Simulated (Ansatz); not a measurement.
Here is an unrelaxed guess for BaHf3O2.

```xyz
6
Lattice="6.1411 0.0000 0.0000 -3.0706 5.3184 0.0000 0.0000 0.0000 3.3944" Properties=species:S:1:pos:R:3 pbc="T T T"
Ba    0.0000    0.0000    0.0000
Hf    3.0706    0.0000    1.6972
Hf    1.5353    2.6592    1.6972
Hf   -1.5353    2.6592    1.6972
O     0.0000    3.5456    0.0000
O     3.0706    1.7728    0.0000
```

These are results of Ansatz, DFT PBE, scalar-relativistic, plane waves, PAW, not measurements. Plane waves to 420 eV, a k mesh through Γ of 3×3×6 on the computed 6-atom cell and Gaussian smearing (0.10 eV); no spin polarisation.

The zero of energy is the elements' standard structures at the same level (O₂ as a molecule); no fitted shifts are applied.

Problem. Estimate its pressure, forces and energy as it stands.

Solution. The pressure is -3.4 GPa (the mean over three directions, positive in compression), the largest force is 0.00 eV/Å (symmetry fixes the atoms), and the energy is −0.73 eV/atom against the elements. The shortest distance is 2.45 Å.

Problem. Is it a good guess?

Solution. A fair one: relaxing gains about 0.14 eV/atom (the start's value is from the coarse mesh, so the gain is rough) in 10 ionic steps and ends at −0.87 eV/atom on the finer mesh. The symmetry stays P6/mmm (No. 191). The volume per atom shrinks by 3.1 %, from 18.5 to 17.9 Å³. The shortest distance goes from 2.45 Å (Hf–O) to 2.38 Å (Hf–O). The ratio c/a of the conventional cell changes by a factor of 0.81. Conventional cell: a = 6.519 Å, c = 2.918 Å. Around Ba lie 2 Ba at 2.92 Å and 12 Hf at 3.57 Å; around Hf lie 4 O at 2.38 Å, 2 Hf at 2.92 Å, 4 Hf at 3.26 Å and 4 Ba at 3.57 Å; around O lie 6 Hf at 2.38 Å and 2 O at 2.92 Å.

The last run used a 6×6×12 mesh (in the run's order of axes) for its 6-atom cell and Gaussian smearing of 0.10 eV. Spin–orbit coupling, which can matter for Hf, is left out. The relaxation can't lower the symmetry of the start, and the grade says only how near the guess is to its own end. A structure relaxed within its symmetry needn't be a true minimum. Another cell of BaHf3O2 relaxed alike, in P4/mmm, lies 0.61 eV/atom lower, so this cell isn't the stable form at this level.
